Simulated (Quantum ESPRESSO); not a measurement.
```cif
data_Cd4Se4
_chemical_formula_sum 'Se4 Cd4'
_space_group_name_H-M_alt 'F-43m'
_space_group_IT_number 216
_space_group_name_Hall 'F -4 2 3'
_cell_length_a 6.01010
_cell_length_b 6.01010
_cell_length_c 6.01010
_cell_angle_alpha 90.000
_cell_angle_beta 90.000
_cell_angle_gamma 90.000
loop_
_atom_site_label
_atom_site_type_symbol
_atom_site_symmetry_multiplicity
_atom_site_Wyckoff_symbol
_atom_site_fract_x
_atom_site_fract_y
_atom_site_fract_z
_atom_site_occupancy
Se1 Se 4 d 0.75000 0.75000 0.75000 1
Cd1 Cd 4 a 0.00000 0.00000 0.00000 1
```
(The calculation used a cell of 2 atoms; values per cell refer to that cell.)

Cell and atoms were relaxed with LDA from Materials Project entry mp-2691, within its symmetry.

What does norm-conserving LDA (Quantum ESPRESSO, 102 Ry, without SOC) give for the electronic structure near the Fermi level?

The LDA gap is direct, 0.40 eV at Γ. Spin-orbit splittings are left out.
